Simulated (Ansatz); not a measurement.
## Two states of Ti₂ZnSnS₄

```
Ti Zn Sn S
1.0
     0.00000    5.41816    0.00000
     5.41816    0.00000    0.00000
     2.70908    2.70908   -5.40879
Ti Zn Sn S
2 1 1 4
Cartesian
  0.0000 0.0000 0.0000
  2.7091 5.4182 -2.7044
  5.4182 2.7091 -2.7044
  2.7091 2.7091 0.0000
  6.8063 4.0279 -4.0219
  1.3188 1.3209 -1.3869
  4.0300 6.8085 -4.0219
  4.0994 4.0972 -1.3869
```

The numbers come from plane-wave PAW DFT (Ansatz): r2SCAN, with U = 6.85 eV and J = 0.42 eV on Ti d (all-electron-ortho-atomic projectors), 500 eV, 4×4×4 Γ-centred k points, tetrahedron occupations. Nothing was relaxed.

State A: Ti1 up, Ti2 up (collinear spin). State B: Ti1 up, Ti2 down (collinear spin).

Q: Compare the two self-consistent states.

A: State A is lower by 14.6 meV an atom at zero smearing.

```tsv
state	free energy (meV/atom)	largest moment in a small sphere (μB)	net moment (μB/cell)	gap on mesh (eV)	pressure (GPa)	largest force (eV/Å)
A	0.0	1.43	3.93	metal	26.8	2.34
B	14.6	1.40	0.08	metal	27.6	2.43
```

Origin: a known structure type with other elements, at an estimated volume, so it need not be a known compound. Caveats: empty levels are not fully converged; the k mesh is coarse if the cell is a metal; atoms or cell far from equilibrium; forces and stress under tetrahedra may miss the slope of the energy.
